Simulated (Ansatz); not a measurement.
BeS:
Space group Fm-3m (No. 225); a = 4.6338 Å, b = 4.6338 Å, c = 4.6338 Å, α = 90.00°, β = 90.00°, γ = 90.00°

| atom | site | symmetry | x | y | z |
|---|---|---|---|---|---|
| S | 4a | m-3m | 0.0000 | 0.0000 | 0.0000 |
| Be | 4b | m-3m | 0.5000 | 0.5000 | 0.5000 |
(The calculation used a cell of 2 atoms; values per cell refer to that cell.)

This is the r²SCAN-relaxed structure.

All from r²SCAN (plane waves, PAW; program Ansatz), unless another level is named. Estimate the HSE06 gap on the r²SCAN cell.

1.73 eV.

Next, the hole effective mass?

0.20, 1.00, 1.1 mₑ (principal values).

Predict the formation energy from the elements (no fitted shifts).

-0.60 eV/atom.

Next, the smallest direct gap on the standard path?

4.60 eV.

Predict the conduction-band minimum.

at X (3 equivalent valleys).

The start of the workflow was typed in or built on a structure type; neither database checked (COD, Materials Project) lists it. COD files the formula under space group No. 216, so this cell is another polymorph or a model. Whether it is the stable phase at ambient conditions was not checked. The r²SCAN relaxation kept the symmetry of its start; its stability against distortions is not shown here. The references are the lowest solids computed at this level, not always the standard phases.

Potentials: the earlier of the program's two PAW sets.
